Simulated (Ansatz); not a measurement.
# Formation energy of TiBr3 in the ReO3-type structure

Level of theory: DFT, PBEsol, scalar-relativistic, collinear spin; plane waves to 420 eV with PAW datasets (Ansatz 0.2.0), Γ-centred 6×6×6 mesh, 0.05 eV Gaussian smearing; PAW files: Ansatz's generated set soft_2.

This is a trial structure; measured cells of the compound in the Crystallography Open Database are in space groups P-1, R-3. The ideal cubic cell shuts out tilts of the octahedra, which such structures often take.

It takes space group Pm-3m (No. 221, cubic). The conventional cell has a = 5.037 Å, b = 5.037 Å, c = 5.037 Å, α = 90.00°, β = 90.00°, γ = 90.00°. Around Ti (site symmetry m-3m) lie 6 Br at 2.52 Å. Around Br (site symmetry 4/mmm) lie 2 Ti at 2.52 Å. (Shells end 15 % past the nearest neighbour.)

The elements were computed in their standard states with the same datasets, cutoff and functional. The compound's run is ferromagnetic, with site spin moments Ti 0.40 μB. Absolute energies hang on the potentials; compare differences alone.

Energy of the relaxed cell (4 atoms, smearing extrapolated to zero): -10687.403 eV. Elements, in eV/atom: Ti -2473.896, Br -2736.473.

Question: What is the formation energy?

Answer: [-10687.403 − (1 × -2473.896 + 3 × -2736.473)] / 4 = -1.02 eV/atom, or -99 kJ per mole of atoms.

The value is for 0 K, without zero-point energy. Uncorrected semilocal values for oxides, chalcogenides and halides often miss by tenths of an eV an atom. A negative value shows stability against the elements alone, not against other compounds or structures.

The program warned that the potential is rough where the density is thin (voids or gaps), so long spacings are poorly fixed. Site moments are of spin, integrated over atomic spheres. Only parallel moments were tried, so the real magnetic order may be another.
